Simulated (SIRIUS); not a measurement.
Input and output of a self-consistent single point for Pt (C2/m, 1 atom in the cell; from Materials Project mp-126, changed as shown) (SIRIUS).

Level of theory: LDA (PW92), GBRV LDA ultrasoft pseudopotentials (plane waves; SIRIUS).

The change in words: lattice vector c scaled by 0.98. Reference geometry (Fm-3m):
```yaml
crystal:
  lattice:
    - [0.00000, 1.95561, 1.95561]
    - [1.95561, 0.00000, 1.95561]
    - [1.95561, 1.95561, 0.00000]
  atoms:
    - { symbol: Pt, position: [0.00000, 0.00000, 0.00000] }
```

Reference input (self-consistent single point, DFT, LDA (PW92), plane waves, GBRV LDA ultrasoft pseudopotentials): parameters.ngridk = 12 12 12; parameters.xc_functionals = [XC_LDA_X, XC_LDA_C_PW]; parameters.gk_cutoff = 6.325 1/bohr; parameters.pw_cutoff = 14.143 1/bohr; parameters.smearing = cold; parameters.smearing_width = 0.00183747 Ha; potentials = GBRV LDA ultrasoft pseudopotentials; parameters.electronic_structure_method = pseudopotential; parameters.num_bands = 12; parameters.num_mag_dims = 0; parameters.num_dft_iter = 100; parameters.energy_tol = 1e-07 Ha. This run's input differs from it in these lines:

```diff
@@ -34,3 +34,3 @@
       [3.6955578579, 0.0, 3.6955578579],
-      [3.6955578579, 3.6955578579, 0.0]
+      [3.6216468898, 3.6216468898, 0.0]
     ],
```

Log, with long lists cut:

```
[find] density tolerance         : 1e-06
[find] total energy tolerance    : 1e-07
[find] iter_solver_tol (initial) : 0.01
[find] iter_solver_tol (target)  : 1e-13
[find] num_dft_iter              : 100
Charges and magnetic moments
--------------------------------------------------------------------------------
total charge          : 16.000000
[find] | SCF iteration   0 out of 100|
[diagonalize] iterative solver tolerance (occupied, empty): 0.01 0.01
[diagonalize] average number of iterations: 3.85294
[find_efermi_generic] Newton iteration converged after 3 steps
[find] Charges and magnetic moments
[find] total charge          : 16.000000
[find] Energy
[find] smearing (-TS)                 :      -0.00002160
[find] Total energy                   :    -105.22008686 (Ha),    -210.44017371 (Ry)
[find] Free energy (E-TS)             :    -105.22010846 (Ha),    -210.44021692 (Ry)
[find] band gap (eV)                  :       0.00000000
[find] Efermi                         :       0.98176974
[find] iteration : 0, RMS (target) : 7.3772e-01 (1.0000e-06) , energy difference (target) : -1.0522e+02 (1.0000e-07)
[find] bands are converged : true
[find] iterative solver converged : false
[find] | SCF iteration   1 out of 100|
[diagonalize] iterative solver tolerance (occupied, empty): 0.00340141 0.00340141
   [... lines left out ...]
[find] Charges and magnetic moments
[find] Free energy (E-TS)             :    -105.38318981 (Ha),    -210.76637962 (Ry)
[find] band gap (eV)                  :       0.00000000
[find] Efermi                         :       0.77348242
[find] Charges and magnetic moments
[find] Free energy (E-TS)             :    -105.41299610 (Ha),    -210.82599221 (Ry)
[find] band gap (eV)                  :       0.00000000
[find] Efermi                         :       0.85047659
[find] Charges and magnetic moments
[find] Free energy (E-TS)             :    -105.41311662 (Ha),    -210.82623323 (Ry)
   [... lines left out ...]
[find] Efermi                         :       0.84925517
[ground_state] === stress tensor components [kbar] ===
[ground_state] === stress_total ===
[ground_state]    -6.918007  -17.382654    6.088426
[ground_state]   -17.382654   -6.918007    6.088426
[ground_state]     6.088426    6.088426   -6.867482
[ground_state] ==== total Forces in Ha/bohr =====
[ground_state] atom:    0, force:       0.0000000      0.0000000      0.0000000
```

The run converged in 9 iterations. SIRIUS prints the stress tensor with tension positive. Against the reference run the free energy stays essentially unchanged (within 1 meV/atom) and the pressure goes from -5.44 to 0.69 GPa.

The structure comes from a collection of computed structures, made at another level of theory; the collection holds predicted forms beside known ones. Its lattice was then scaled. No clean gap shows at this smearing width and mesh (spacing up to 0.24 Å⁻¹); the mesh is coarse for partly filled bands, so the values carry mesh errors.

Cost on one core: roughly 70 core-seconds.
